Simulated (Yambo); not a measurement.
A G0W0@LDA run in Yambo for LiBH4 (space group P6_3mc, No. 186) (3×3×2 Γ-centred k mesh, bands 3 to 179 and a 8 Ry block in the screening, 179 bands in G with the Bruneval-Gonze terminator, plasmon pole fitted at 27.2 eV) gives these matrix elements, in eV, at the band edges (Γ → K):

```
state               E0    <Vxc>     <Σx>  <Σc(E0)>      Z
---------------  -----  -------  -------  --------  -----
valence edge     0.000  -12.610  -16.688     1.813  0.806
conduction edge  6.382   -7.046   -2.752    -3.037  0.857
```

Q: Solve the linearised quasiparticle equation for both states, give the gap, and say how exchange and correlation each act on it.

A: E = E0 + Z(Σx + Σc − Vxc). Valence: 0.000 + 0.806 × (-16.688 + (1.813) − (-12.610)) = -1.83 eV. Conduction: 6.382 + 0.857 × (-2.752 + (-3.037) − (-7.046)) = 7.46 eV. The gap is 9.29 eV, against 6.38 eV in LDA. Replacing Vxc by bare exchange alone would open it by 8.37 eV; correlation takes back 4.85 eV of that, and Z scales what is left. Nearest settings tried, and what they do to the gap: 136 bands in W, 136 bands in G: -19 meV; 6 Ry block (161 vectors against 287): -129 meV; 3×3×1 mesh: -30 meV. So the settings aren't converged at that level. The mesh misses a band edge: along a dense path the LDA gap is 6.27 eV against 6.38 eV on the mesh. 

Geometry of the Materials Project entry, not relaxed at this level; primitive cell a = 4.180 Å, b = 4.180 Å, c = 6.710 Å, α = 90.00°, β = 90.00°, γ = 120.00°.

The structure is a Materials Project entry; no match was found in the copy of COD used, and its stability was not checked.
